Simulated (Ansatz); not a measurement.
# RbLuS$_{2}$, a database entry at a rescaled volume

```xyz
4
Lattice="2.0246 1.1689 7.7238 -2.0246 1.1689 7.7238 0.0000 -2.3379 7.7238" Properties=species:S:1:pos:R:3 pbc="T T T"
Lu    0.0000    0.0000   11.5858
S     0.0000    0.0000    5.3364
S     0.0000    0.0000   17.8351
Rb    0.0000    0.0000    0.0000
```

Single point in Ansatz 0.2.0 with r2SCAN, no spin polarisation. Cutoff 500 eV, PAW datasets, 7×7×7 Γ-centred k mesh, fermi-dirac filling (width 0.1 eV).

Question: Give the Bader charges.

Answer: Bader charges in e: Rb +0.81, Lu +2.03, S -1.42. In the mean Lu gives up most and S takes most.

Question: Metal or insulator? Give the gap.

Answer: The gap is 2.77 eV, indirect (the least direct gap found is 3.54 eV).

Question: Which atom feels the largest force, and which way?

Answer: The largest is on S2 (and as large on other atoms): 0.35 eV/Å, components (0.00, 0.00, -0.35). It makes 58° with the line to a nearest neighbour, Lu1 at 2.76 Å.

Question: What is the character of the valence top and the conduction bottom?

Answer: Within 0.7 eV of the edges, the states project mainly on S p (93 %) below the gap and on Lu d (71 %) above it.

Origin: a database entry at a rescaled volume.
